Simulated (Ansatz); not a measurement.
Co (simple cubic): energy against volume

Level of theory: DFT, PBEsol, plane waves (420 eV) with PAW, scalar-relativistic in Ansatz 0.2.0. The PAW files were generated under PBE, with cores re-solved for the functional.

The cell is scaled uniformly from the relaxed one, with fractional coordinates and shape fixed. Energies are extrapolated to zero smearing, pressures are those at the given smearing. Magnetic state: ferromagnetic.

A Birch-Murnaghan fit gives V₀ = 12.08 Å³/atom, B₀ = 155 GPa, B₀′ = 4.1.

**Question.** What are the energy above the minimum and the pressure at 10.645 Å³/atom?

**Answer.** 101.2 meV/atom and 25.84 GPa as computed.

**Question.** What are the energy above the minimum and the pressure at 12.581 Å³/atom?

**Answer.** 10.0 meV/atom and -5.84 GPa as computed.

**Question.** What are the energy above the minimum and the pressure at 13.065 Å³/atom?

**Answer.** 34.1 meV/atom and -10.22 GPa as computed.
